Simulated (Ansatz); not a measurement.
Relaxed WSe2 (2H-MoS2 type, space group P6_3/mmc):

```yaml
crystal:
  lattice:
    - [3.29989, 0.00000, 0.00000]
    - [-1.64994, 2.85779, 0.00000]
    - [0.00000, 0.00000, 13.15129]
  atoms:
    - { symbol: W, position: [0.33333, 0.66667, 0.25000] }
    - { symbol: W, position: [0.66667, 0.33333, 0.75000] }
    - { symbol: Se, position: [0.33333, 0.66667, 0.62336] }
    - { symbol: Se, position: [0.66667, 0.33333, 0.12336] }
    - { symbol: Se, position: [0.66667, 0.33333, 0.37664] }
    - { symbol: Se, position: [0.33333, 0.66667, 0.87664] }
```

In this cell atom 5 (Se, nearest neighbour W at 2.531 Å; its periodic images, 3.3 Å or more away, move with it) is moved by s along Cartesian z, unit vector (0.000, 0.000, 1.000); all other atoms and the cell stay fixed.

Computed with r2SCAN+rVV10 (plane waves to 500 eV, PAW, scalar-relativistic; Ansatz, a program for electronic structure). k mesh 9×9×2 (Γ-centred), Fermi-Dirac smearing 0.05 eV. The energy includes the smearing's −TS. Compression counts positive. As the smearing reaches across the gap at some points, energies and forces of such displacements shift with the k mesh and the smearing. Spin-orbit coupling is left out, though W is heavy. WSe2 is run without spin polarisation. WSe2 was relaxed with its symmetry unable to fall. The zero of ΔE is the undisplaced structure.

Question: Estimate the ΔE (meV/cell) and P (GPa) for s (Å) = -0.306, 0.102, 0.306, 0.408, 0.510.

Answer: 
```
s (Å)   ΔE (meV/cell)  P (GPa)
------  -------------  -------
-0.306            966      9.0
0.102              81     -2.0
0.306             622     -4.7
0.408            1018     -5.5
0.510            1463     -6.0
```

(For displaced atoms, the force is minus the slope of the energy, and its curvature is a force constant, which sets phonon frequencies.)
